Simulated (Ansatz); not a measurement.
Relaxation of a generated trial cell of ZnNi in the AFLOW prototype AB_hR6_160_3a_3a (as in SiC); 6 atoms in the cell, which starts as R3m, hexagonal axes (No. 160), hR6; a = 3.2429 Å, b = 3.2429 Å, c = 23.8306 Å, α = 90.00°, β = 90.00°, γ = 120.00°. The numbers are results of PBEsol (plane waves to 420 eV, PAW, scalar-relativistic; Ansatz, a program for electronic structure), not measurements. Γ-centred k-mesh 12×12×12 on the run's cell (coarser than for final values), Fermi–Dirac smearing 0.05 eV. This is the first round of the run. Spin-polarised start, with parallel moments on Ni.

The optimiser's lines from the output (shortened; P is positive under compression):

```
relax step   1: F+E_penalty+E_count = -27246.23892935 eV  Δ(F+E_penalty+E_count) = +0.000e0 eV  max|allowed force component| = 7.644e-2 eV/Å  Δτ_max = 0.0000 Å  P = +73.967 GPa  Ω = 72.347 Å³  (19 SCF iters, dr2 threshold 1.00e-7 eV, accepted)
relax step   2: F+E_penalty+E_count = -27249.79982144 eV  Δ(F+E_penalty+E_count) = -3.561e0 eV  max|allowed force component| = 1.091e-1 eV/Å  Δτ_max = 0.0030 Å  P = +33.898 GPa  Ω = 83.393 Å³  (13 SCF iters, dr2 threshold 6.00e-7 eV, accepted)
relax step   3: F+E_penalty+E_count = -27251.32309000 eV  Δ(F+E_penalty+E_count) = -1.523e0 eV  max|allowed force component| = 1.349e-1 eV/Å  Δτ_max = 0.0097 Å  P = +11.045 GPa  Ω = 94.743 Å³  (14 SCF iters, dr2 threshold 6.00e-7 eV, accepted)
relax step   4: F+E_penalty+E_count = -27251.60068675 eV  Δ(F+E_penalty+E_count) = -2.776e-1 eV  max|allowed force component| = 2.214e-1 eV/Å  Δτ_max = 0.0194 Å  P = +1.145 GPa  Ω = 101.494 Å³  (13 SCF iters, dr2 threshold 6.00e-7 eV, accepted)
relax step   5: F+E_penalty+E_count = -27251.79854806 eV  Δ(F+E_penalty+E_count) = -1.979e-1 eV  max|allowed force component| = 5.919e-1 eV/Å  Δτ_max = 0.0657 Å  P = -2.862 GPa  Ω = 102.452 Å³  (12 SCF iters, dr2 threshold 6.00e-7 eV, accepted)
relax step   6: F+E_penalty+E_count = -27252.15669456 eV  Δ(F+E_penalty+E_count) = -3.581e-1 eV  max|allowed force component| = 9.309e-1 eV/Å  Δτ_max = 0.0743 Å  P = -5.471 GPa  Ω = 101.054 Å³  (12 SCF iters, dr2 threshold 6.00e-7 eV, accepted)
relax step   7: F+E_penalty+E_count = -27252.67160720 eV  Δ(F+E_penalty+E_count) = -5.149e-1 eV  max|allowed force component| = 1.233e0 eV/Å  Δτ_max = 0.0794 Å  P = -4.049 GPa  Ω = 96.848 Å³  (13 SCF iters, dr2 threshold 6.00e-7 eV, accepted)
relax step   8: F+E_penalty+E_count = -27253.15954232 eV  Δ(F+E_penalty+E_count) = -4.879e-1 eV  max|allowed force component| = 1.005e0 eV/Å  Δτ_max = 0.1215 Å  P = -9.413 GPa  Ω = 95.734 Å³  (15 SCF iters, dr2 threshold 6.00e-7 eV, accepted)
relax step   9: F+E_penalty+E_count = -27253.67761143 eV  Δ(F+E_penalty+E_count) = -5.181e-1 eV  max|allowed force component| = 1.411e0 eV/Å  Δτ_max = 0.1406 Å  P = -3.117 GPa  Ω = 89.432 Å³  (15 SCF iters, dr2 threshold 6.00e-7 eV, accepted)
relax step  10: F+E_penalty+E_count = -27254.25987932 eV  Δ(F+E_penalty+E_count) = -5.823e-1 eV  max|allowed force component| = 1.641e0 eV/Å  Δτ_max = 0.1951 Å  P = -0.072 GPa  Ω = 85.921 Å³  (15 SCF iters, dr2 threshold 6.00e-7 eV, accepted)
relax step  11: F+E_penalty+E_count = -27254.93624856 eV  Δ(F+E_penalty+E_count) = -6.764e-1 eV  max|allowed force component| = 1.671e0 eV/Å  Δτ_max = 0.1951 Å  P = +0.138 GPa  Ω = 83.724 Å³  (15 SCF iters, dr2 threshold 6.00e-7 eV, accepted)
relax step  12: F+E_penalty+E_count = -27255.61997495 eV  Δ(F+E_penalty+E_count) = -6.837e-1 eV  max|allowed force component| = 1.998e0 eV/Å  Δτ_max = 0.1951 Å  P = +0.681 GPa  Ω = 81.525 Å³  (15 SCF iters, dr2 threshold 6.00e-7 eV, accepted)
relax step  13: F+E_penalty+E_count = -27256.33511010 eV  Δ(F+E_penalty+E_count) = -7.151e-1 eV  max|allowed force component| = 1.132e0 eV/Å  Δτ_max = 0.1948 Å  P = -1.656 GPa  Ω = 81.111 Å³  (14 SCF iters, dr2 threshold 6.00e-7 eV, accepted)
relax step  14: F+E_penalty+E_count = -27256.65664308 eV  Δ(F+E_penalty+E_count) = -3.215e-1 eV  max|allowed force component| = 3.547e-1 eV/Å  Δτ_max = 0.2000 Å  P = +0.414 GPa  Ω = 79.025 Å³  (15 SCF iters, dr2 threshold 6.00e-7 eV, accepted)
relax step  15: F+E_penalty+E_count = -27256.66710739 eV  Δ(F+E_penalty+E_count) = -1.046e-2 eV  max|allowed force component| = 6.547e-2 eV/Å  Δτ_max = 0.0410 Å  P = -0.302 GPa  Ω = 79.119 Å³  (12 SCF iters, dr2 threshold 6.00e-7 eV, accepted)
relax step  16: F+E_penalty+E_count = -27256.66771543 eV  Δ(F+E_penalty+E_count) = -6.080e-4 eV  max|allowed force component| = 2.517e-2 eV/Å  Δτ_max = 0.0120 Å  P = +0.086 GPa  Ω = 78.934 Å³  (11 SCF iters, dr2 threshold 3.26e-7 eV, accepted)
relax step  17: F+E_penalty+E_count = -27256.66770576 eV  Δ(F+E_penalty+E_count) = +9.672e-6 eV  max|allowed force component| = 6.230e-3 eV/Å  Δτ_max = 0.0035 Å  P = -0.129 GPa  Ω = 79.005 Å³  (11 SCF iters, dr2 threshold 4.69e-8 eV, accepted)
relax step  18: F+E_penalty+E_count = -27256.66778917 eV  Δ(F+E_penalty+E_count) = -8.342e-5 eV  max|allowed force component| = 1.295e-3 eV/Å  Δτ_max = 0.0009 Å  P = +0.004 GPa  Ω = 78.953 Å³  (8 SCF iters, dr2 threshold 7.36e-8 eV, accepted)
relax step  19: F+E_penalty+E_count = -27256.87266098 eV  Δ(F+E_penalty+E_count) = -2.049e-1 eV  max|allowed force component| = 9.814e-3 eV/Å  Δτ_max = 0.0000 Å  P = +4.070 GPa  Ω = 78.953 Å³  stress off target by 6.07e0 GPa  SCF on the basis re-selected at this cell (its energy is not comparable with the rows above)  (22 SCF iters)
relax step  20: F+E_penalty+E_count = -27256.98270945 eV  Δ(F+E_penalty+E_count) = -1.100e-1 eV  max|allowed force component| = 1.194e-1 eV/Å  Δτ_max = 0.1639 Å  P = +2.297 GPa  Ω = 79.601 Å³  (14 SCF iters, dr2 threshold 6.00e-7 eV, accepted)
relax step  21: F+E_penalty+E_count = -27257.05086495 eV  Δ(F+E_penalty+E_count) = -6.816e-2 eV  max|allowed force component| = 3.129e-1 eV/Å  Δτ_max = 0.1951 Å  P = +0.310 GPa  Ω = 80.212 Å³  (14 SCF iters, dr2 threshold 6.00e-7 eV, accepted)
relax step  22: F+E_penalty+E_count = -27257.10278446 eV  Δ(F+E_penalty+E_count) = -5.192e-2 eV  max|allowed force component| = 2.912e-1 eV/Å  Δτ_max = 0.1955 Å  P = -2.742 GPa  Ω = 80.934 Å³  (16 SCF iters, dr2 threshold 6.00e-7 eV, accepted)
relax step  23: F+E_penalty+E_count = -27257.18955864 eV  Δ(F+E_penalty+E_count) = -8.677e-2 eV  max|allowed force component| = 1.564e-1 eV/Å  Δτ_max = 0.2000 Å  P = -1.543 GPa  Ω = 78.964 Å³  (14 SCF iters, dr2 threshold 6.00e-7 eV, accepted)
relax step  24: F+E_penalty+E_count = -27257.21623607 eV  Δ(F+E_penalty+E_count) = -2.668e-2 eV  max|allowed force component| = 4.274e-2 eV/Å  Δτ_max = 0.1191 Å  P = +0.277 GPa  Ω = 77.365 Å³  (12 SCF iters, dr2 threshold 6.00e-7 eV, accepted)
relax step  25: F+E_penalty+E_count = -27257.21653945 eV  Δ(F+E_penalty+E_count) = -3.034e-4 eV  max|allowed force component| = 1.079e-2 eV/Å  Δτ_max = 0.0124 Å  P = -0.027 GPa  Ω = 77.501 Å³  (11 SCF iters, dr2 threshold 3.47e-7 eV, accepted)
relax step  26: F+E_penalty+E_count = -27257.21655197 eV  Δ(F+E_penalty+E_count) = -1.252e-5 eV  max|allowed force component| = 1.313e-3 eV/Å  Δτ_max = 0.0015 Å  P = -0.005 GPa  Ω = 77.496 Å³  (11 SCF iters, dr2 threshold 7.27e-9 eV, accepted)
relax step  27: F+E_penalty+E_count = -27257.21642460 eV  Δ(F+E_penalty+E_count) = +1.274e-4 eV  max|allowed force component| = 1.197e-3 eV/Å  Δτ_max = 0.0000 Å  P = +0.042 GPa  Ω = 77.496 Å³  stress off target by 7.00e-2 GPa  SCF on the basis re-selected at this cell (its energy is not comparable with the rows above)  (20 SCF iters)
relax step  28: F+E_penalty+E_count = -27257.21642170 eV  Δ(F+E_penalty+E_count) = +2.906e-6 eV  max|allowed force component| = 1.061e-3 eV/Å  Δτ_max = 0.0007 Å  P = +0.002 GPa  Ω = 77.517 Å³  (8 SCF iters, dr2 threshold 1.23e-8 eV, accepted)
relax step  29: F+E_penalty+E_count = -27257.21643282 eV  Δ(F+E_penalty+E_count) = -1.113e-5 eV  max|allowed force component| = 1.072e-3 eV/Å  Δτ_max = 0.0000 Å  P = +0.002 GPa  Ω = 77.517 Å³  stress off target by 1.24e-2 GPa  SCF on the basis re-selected at this cell (its energy is not comparable with the rows above)  (8 SCF iters)
```

From the first to the last row the energy changes by -1.83 eV/atom and the volume by +7.1 %. The last row is marked as not comparable with the walk above it, whose basis was carried along; it does compare with step 1, since both stand on a basis selected at the nominal cutoff for their own cell.

Energy and pressure jump between steps 18 and 19 at one geometry, where the plane-wave basis was selected anew. While the cell walks, the set of plane waves is carried along, so its effective cutoff drifts with the strain; re-selecting it at 420 eV moved the energy by -0.034 eV/atom and the pressure by 4.1 GPa. Only step 1 and rows on a re-selected basis compare with each other.

Later rounds, restarted from the end of this one on a renewed k-mesh, logged 7 more steps and released under 0.01 eV/atom more. The final structure after all rounds: R3m, hexagonal axes (No. 160), hR6; a = b = 3.946 Å, c = 17.249 Å, α = β = 90.00°, γ = 120.00°. Between re-selections the logged energies stand on a plane-wave basis carried along with the cell. No spin polarisation in the result: the starting moments vanished. A magnetic state may lie lower.

The run could not lose the symmetry of its start, so the end can be a saddle point.

The relaxed structure here is a generated cell of ZnNi: the first start was made by placing the elements on the sites of a structure type, and the end was not matched to a known phase here, so it may be hypothetical.
